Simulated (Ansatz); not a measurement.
K3Li: do energies and stresses tell the same story?

These are results of DFT r2SCAN, scalar-relativistic, plane waves, PAW in Ansatz 0.2.0, not measurements.

Plane waves to 500 eV, a k mesh through Γ of 8×8×8 on the computed 4-atom cell and Gaussian smearing (0.10 eV); no spin polarisation.

Relaxed cell: Fm-3m, a = 9.825 Å, b = 9.825 Å, c = 9.825 Å, α = 90.00°, β = 90.00°, γ = 90.00°, 4 atoms in the primitive cell. Whether it is the stable form of this composition wasn't checked.

Energies at zero smearing and pressures from the stress tensor, at volumes with shape and atoms relaxed:
| V (Å³/atom) | E − E(first) (meV/atom) | P (GPa) |
| --- | --- | --- |
| 55.715 | 0.00 | 0.308 |
| 57.494 | -2.48 | 0.148 |
| 59.272 | -3.30 | 0.008 |
| 61.050 | -2.66 | -0.114 |
| 62.828 | -0.77 | -0.220 |

**Question.** Check P = −dE/dV between neighbouring volumes, and get the bulk modulus from the pressures alone.

**Answer.** With 1 eV/Å³ = 160.2 GPa:
| middle V (Å³/atom) | −ΔE/ΔV (GPa) | mean P (GPa) |
| --- | --- | --- |
| 56.605 | 0.224 | 0.228 |
| 58.383 | 0.074 | 0.078 |
| 60.161 | -0.057 | -0.053 |
| 61.939 | -0.171 | -0.167 |

The two differ by 0.005 GPa at most. The mean of two end pressures misses the average over a step by about ΔV² P″/12, up to 0.002 GPa here; with that taken off 0.003 GPa remains. Around V = 59.272 Å³/atom, the two neighbours give B = −V ΔP/ΔV = 59.272 × 0.262 / 3.556 = 4.4 GPa, against B0 = 4.3 GPa from the Birch–Murnaghan fit of the energies.